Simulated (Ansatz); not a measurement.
AgBr (rock salt), conventional cell a = b = c = 5.674 Å, α = β = γ = 90.00°. The calculation uses the primitive cell of 2 atoms, to which meshes and values per cell refer.

The volume is varied about the relaxed value V₀ at fixed cell shape. Symmetry pins the atoms to their sites.

The numbers are results of PBEsol (plane waves to 420 eV, PAW, scalar-relativistic; Ansatz, an electronic-structure program), not measurements. k mesh 10×10×10 (Γ-centred), Fermi-Dirac smearing 0.05 eV. The energy includes the smearing's −TS. Stress and pressure are positive under compression. AgBr was relaxed with its symmetry unable to fall. ΔE is measured from the relaxed starting cell.

```tsv
V (Å³/atom)	P (GPa)	ΔE (meV/atom)
21.463	3.83	15.4
21.737	2.94	[?]
22.011	2.12	[?]
22.285	1.36	2.3
22.559	0.66	0.6
22.833	0.00	0.0
23.107	-0.60	0.5
23.381	-1.16	[?]
23.655	-1.68	4.5
23.929	-2.16	7.7
24.203	-2.60	11.8
```

### Question
Complete the blanks.

### Answer

- 21.737, ΔE (meV/atom): 9.6
- 22.011, ΔE (meV/atom): 5.3
- 23.381, ΔE (meV/atom): 2.0

(Under strain, the slope of the energy per volume gives the stress and its curvature an elastic modulus.)
